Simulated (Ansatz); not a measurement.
The start is a relaxed TiC cell displaced along its unstable phonon at q = (½, 0, 0) of its primitive reciprocal cell (317i cm⁻¹), largest move 0.15 Å. The cell and all atomic positions are relaxed at zero pressure with PBE (plane waves to 420 eV, PAW, scalar-relativistic; Ansatz, a program for electronic structure). The first steps use a coarse 6×12×12 k-mesh.

The start:
```yaml
crystal:
  lattice:
    - [5.42161, 0.00000, 0.00000]
    - [0.00000, 2.71081, 0.00000]
    - [0.00000, 0.00000, 2.71081]
  atoms:
    - { symbol: Ti, position: [0.00000, 0.00000, 0.05533] }
    - { symbol: Ti, position: [0.50000, 0.00000, 0.94467] }
    - { symbol: C, position: [0.25000, 0.50000, 0.50000] }
    - { symbol: C, position: [0.75000, 0.50000, 0.50000] }
```

Largest initial force: 1.42 eV/Å, on Ti1, Ti2 (atoms numbered as listed)
Volume change: +9.4 %, from 9.96 to 10.90 Å³/atom
Band gap at the end: no gap (metallic)
Optimiser moves: 16

It ends as:

```cif
data_C2Ti2
_chemical_formula_sum 'Ti2 C2'
_space_group_name_H-M_alt 'Pmma'
_space_group_IT_number 51
_space_group_name_Hall '-P 2a 2a'
_cell_length_a 5.38304
_cell_length_b 2.90118
_cell_length_c 2.79111
_cell_angle_alpha 90.000
_cell_angle_beta 90.000
_cell_angle_gamma 90.000
loop_
_atom_site_label
_atom_site_type_symbol
_atom_site_symmetry_multiplicity
_atom_site_Wyckoff_symbol
_atom_site_fract_x
_atom_site_fract_y
_atom_site_fract_z
_atom_site_occupancy
Ti1 Ti 2 e 0.25000 0.00000 0.23820 1
C1 C 2 d 0.50000 0.50000 0.50000 1
```

Final values are on a 9×16×17 k-mesh of the relaxed cell. No spin polarisation in the result.

The run could not lose the symmetry of its start, so the end can be a saddle point.

The relaxed structure here is a generated cell of TiC: the first start was made by placing the elements on the sites of a structure type, and the end was not matched to a known phase here, so it may be hypothetical. Known forms of TiC include space group No. 225.
